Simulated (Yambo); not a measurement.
```
K2BrOH
1.0
    6.83197     0.00000     0.00000
    0.00000     4.31705     0.00000
   -2.67617     0.00000     8.16601
H O K Br
2 2 4 2
Direct
  0.16382   0.25000   0.78867
  0.83618   0.75000   0.21133
  0.31419   0.25000   0.82719
  0.68581   0.75000   0.17281
  0.29089   0.75000   0.03545
  0.70911   0.25000   0.96455
  0.70577   0.25000   0.38377
  0.29423   0.75000   0.61623
  0.18058   0.25000   0.30009
  0.81942   0.75000   0.69991
```

Response from Yambo on LDA (Quantum ESPRESSO, PseudoDojo norm-conserving, 84 Ry, without SOC) bands: 4×4×2 mesh, 173 bands, 3 Ry local-field block, 0.2 eV broadening.

Problem. Give the static electronic dielectric constant without and with local fields along each axis.

Solution. 
```tsv
field along	ε(0), independent particles	ε(0), RPA with local fields	refractive index √ε
x	2.80	2.38	1.54
y	2.83	2.49	1.58
z	2.82	2.42	1.56
```
Electronic (clamped-ion) response only. LDA gaps are usually too small, which raises these values. Convergence of the RPA response with its 4×4×2 mesh was not tested. x, y and z are Cartesian axes of the cell as given.

Geometry of the Materials Project entry, not relaxed at this level.

The structure is a Materials Project entry; no match was found in the copy of COD used, and its stability was not checked.
